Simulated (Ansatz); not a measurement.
Relaxed CdSe (zinc blende):

```
CELL_PARAMETERS angstrom
      0.00000     3.04091     3.04091
      3.04091     0.00000     3.04091
      3.04091     3.04091     0.00000
ATOMIC_POSITIONS crystal
  Se 0.75000 0.75000 0.75000
  Cd 0.00000 0.00000 0.00000
```

Scan: atom 2 (Cd, nearest neighbour Se at 2.634 Å; its periodic images, 4.3 Å or more away, move with it) is displaced along Cartesian z, direction (0.000, 0.000, 1.000) in Cartesian axes, by s. The other atoms stay.

Computed with PBEsol (plane waves to 420 eV, PAW, scalar-relativistic; Ansatz, an electronic-structure program). k mesh 8×8×8 (Γ-centred), Fermi-Dirac smearing 0.05 eV. The energy includes the smearing's −TS. CdSe was relaxed with its symmetry unable to fall. ΔE is measured from the undisplaced structure.

Q: What ΔE (eV/cell) does the calculation give at s (Å) = -0.790, -0.316, 0.158, 0.474, 0.632?

A: 
| s (Å) | ΔE (eV/cell) |
|---|---|
| -0.790 | 1.251 |
| -0.316 | 0.230 |
| 0.158 | 0.059 |
| 0.474 | 0.500 |
| 0.632 | 0.849 |

(For displaced atoms, the force is minus the slope of the energy, and its curvature is a force constant, which sets phonon frequencies.)
